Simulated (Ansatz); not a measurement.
AlN (wurtzite)

```
AlN
1.0
    3.10656     0.00000     0.00000
   -1.55328     2.69036     0.00000
    0.00000     0.00000     9.95609
Al N
4 4
Direct
  0.33333   0.66667   0.49829
  0.33333   0.66667   0.99829
  0.66667   0.33333   0.24829
  0.66667   0.33333   0.74829
  0.33333   0.66667   0.18911
  0.33333   0.66667   0.68911
  0.66667   0.33333   0.43911
  0.66667   0.33333   0.93911
```

A phonon eigenvector at A = (0.0, 0.0, 0.5) is frozen into this cell: atom i moves by Q times the vector below, so Q is the largest atomic displacement, in Å. The cell is held. It is one choice among 4 degenerate patterns. (q is in reciprocal vectors of the primitive cell; the cell shown is doubled to hold the pattern.)

```tsv
atom	x	y	z
Al1	0.000	-1.000	0.000
Al2	0.000	1.000	0.000
Al3	0.000	-0.101	0.000
Al4	0.000	0.101	0.000
N5	0.000	0.006	0.000
N6	0.000	-0.006	0.000
N7	0.000	-0.949	0.000
N8	0.000	0.949	0.000
```

Level of theory: r2SCAN (plane waves to 500 eV, PAW, scalar-relativistic; Ansatz, an electronic-structure program). k mesh 12×12×4 (Γ-centred), Fermi-Dirac smearing 0.05 eV. E stands for the smeared free energy. AlN was relaxed with its symmetry unable to fall. The PAW data are Ansatz's earlier set. ΔE is measured from the undisplaced structure.

| Q (Å) | ΔE (meV/cell) |
|---|---|
| -0.1000 | 48.2 |
| -0.0833 | 33.5 |
| -0.0667 | 21.4 |
| -0.0500 | withheld |
| -0.0333 | 5.4 |
| -0.0167 | 1.3 |
| 0.0000 | 0.0 |
| 0.0167 | 1.3 |
| 0.0333 | 5.4 |
| 0.0500 | withheld |
| 0.0667 | 21.4 |
| 0.0833 | 33.5 |
| 0.1000 | 48.2 |

Q: Fit an even polynomial form (powers 2, 4) to the given rows and predict ΔE at Q = 0.0500.

A: Least squares on the 11 given rows: ΔE = (4823)·Q² + (-181.5)·Q⁴, in meV/cell with Q in Å; root-mean-square residual 0.04 meV/cell. At 0.0500 the fit gives 12.1 meV/cell; the calculation gives 12.0 meV/cell, so the interpolation is off by 0.1 (+0.8 %). The quadratic term alone would give 12.1 meV/cell.

(For displaced atoms, the force is minus the slope of the energy, and its curvature is a force constant, which sets phonon frequencies.)
